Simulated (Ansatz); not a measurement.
HgS (zinc blende)

```
HgS
1.0
    0.00000     2.93806     2.93806
    2.93806     0.00000     2.93806
    2.93806     2.93806     0.00000
S Hg
1 1
Cartesian
  1.46903   1.46903   1.46903
  0.00000   0.00000   0.00000
```

The slice is a {110} plane (indices of the conventional cell) through the point (0.250, 0.250, 0.250) (fractional), spanned by u = [100] and v = [1 -1 -1] in vectors of this cell: u (4.16 Å) and v (5.88 Å, at 90° to u). It covers one period; positions are fractions (u, v).

Method: PBEsol (plane waves to 420 eV, PAW, scalar-relativistic; Ansatz, a quantum-chemistry and plane-wave program). k mesh 10×10×10. Near the nuclei the fields are pseudised (PAW); where an atom keeps semicore shells as valence, they peak there. At this level the bands of HgS touch or barely overlap. HgS was relaxed with its symmetry unable to fall. Spin-orbit coupling is left out, though Hg is heavy.

### Question
Predict the map of the electrostatic potential energy of an electron, from the cell's mean on the slice.

### Answer
```
v \ u  0.00  0.14   0.29  0.43  0.57   0.71  0.86
-----  ----  ----  -----  ----  ----  -----  ----
0.90      x     x    5.2   7.1   7.1    5.2     x
0.75    6.0   6.6    7.3   7.6   7.6    7.3   6.6
0.60    7.1   7.2    7.3   7.2   7.2    7.3   7.2
0.45    7.1   6.7    4.7   0.6   0.6    4.7   6.7
0.30    6.8   5.0      x     x     x      x   5.0
0.15      x  -0.2  <-1.0     x     x  <-1.0  -0.2
0.00      x     x    2.8   4.9   4.9    2.8     x
```

Values: electrostatic potential energy of an electron, from the cell's mean, in eV. Points within 1 Å of a nucleus are blanked (x), as the pseudised field means little there. Values under -1 eV are set to -1. The zero, the cell's mean, hangs on the PAW cores.
